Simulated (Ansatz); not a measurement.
Consider the following.

Ni (fcc, Cu type)

```xyz
4
Lattice="3.4798 0.0000 0.0000 0.0000 3.4798 0.0000 0.0000 0.0000 3.4798" Properties=species:S:1:pos:R:3 pbc="T T T"
Ni     0.0000     0.0000     0.0000
Ni     1.7399     1.7399     0.0000
Ni     1.7399     0.0000     1.7399
Ni     0.0000     1.7399     1.7399
```

Scan: atom 3 (Ni, nearest neighbour Ni at 2.461 Å; its periodic images, 3.5 Å or more away, move with it) is displaced along Cartesian z, direction (0.000, 0.000, 1.000) in Cartesian axes, by s. The other atoms stay.

Computed with r2SCAN (plane waves to 500 eV, PAW, scalar-relativistic; Ansatz, a quantum-chemistry and plane-wave program). k mesh 11×11×11 (Γ-centred), Fermi-Dirac smearing 0.05 eV. The energy includes the smearing's −TS. With partly filled bands, energies and forces of such displacements shift with the k mesh and the smearing. On this mesh the relaxed cell isn't quite at rest: it carries a pressure of 0.1 GPa (compression positive) at the zero of the scan. Ni was relaxed with its symmetry unable to fall. Relaxed Ni ends ferromagnetic. The PAW data are Ansatz's earlier set. Other magnetic orders were not checked, so this need not be the ground state. The zero of ΔE is the undisplaced structure.

The scan covers s from -0.490 to 0.490 Å in 11 points.

Q: Is this a single well or a double well?

A: A single well with its minimum at or next to zero displacement.

Q: Is the energy the same for equal positive and negative displacements?

A: Even: the same for both signs. With its periodic images moving along, the atom's site symmetry in this cell is m-3m.

Q: What is the force constant k = d²E/ds² of this move at s = 0?

A: 10.2 eV/Å².

(A displaced cell: forces are minus the slopes of the energy, force constants its curvatures, and phonons follow from these.)
